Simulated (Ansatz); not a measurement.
Relaxing a structure of Ti

The start is a relaxed Ti cell with every coordinate shifted by Gaussian noise of σ = 0.3 Å. The cell and all atomic positions are relaxed at zero pressure with PBE (plane waves to 420 eV, PAW, scalar-relativistic; Ansatz, a program for electronic structure). First-step values are on the input's coarse k-mesh.

Ansatz input (later rounds restart from its end on a renewed k-mesh):
Ansatz 0.2 input:
```yaml
crystal:
  lattice:
    - [2.9388500067, 0, 0]
    - [-1.4694250033, 2.5451187637, 0]
    - [0, 0, 4.6499588161]
  atoms:
    - { symbol: Ti, position: [0.3172185004, 0.6240022757, 0.7065166348] }
    - { symbol: Ti, position: [0.5779408748, 0.1839259249, 0.0506069881] }
basis: { ecutwfc: 420, ecutrho_ratio: 4, xc_grid: 2, fft_grid_basis: typed }
kpoints: { mp_grid: { grid: [13, 13, 7] } }
hamiltonian:
  xc: pbe
  dispersion: none
  pseudopotentials: { azcp: { folder: ./paw }, kind: paw }
scf: { occupations: { method: fermi_dirac, width: 0.05 } }
relax: { f_tol: 0.01, max_steps: 100, cell: { stress_tol: 0.02 } }
output: { forces: true, stress: true }
```

Q: By how much does the energy per atom fall from start to end?

A: 0.89 eV/atom.

Q: Is the parent structure recovered?

A: It returns to the parent structure, P6₃/mmc (No. 194).

Q: How do the shortest distances between atoms change?

A: The closest pairs of elements (up to four, under 3.6 Å), start → end: Ti–Ti 2.14 → 2.88 Å.

Q: Is the relaxed structure metallic? Give its gap.

A: No gap (metallic).

Relaxed structure:

Space group P6₃/mmc (No. 194); a = b = 2.9388 Å, c = 4.6500 Å, α = β = 90.00°, γ = 120.00°

```
atom  site  symmetry       x       y       z
----  ----  --------  ------  ------  ------
Ti      2c      -6m2  0.3333  0.6667  0.2500
```

Final values are on a 18×18×10 k-mesh of the relaxed cell. The start holds a very short contact (Ti–Ti 2.14 Å). No spin polarisation in the result.

The run could not lose the symmetry of its start.
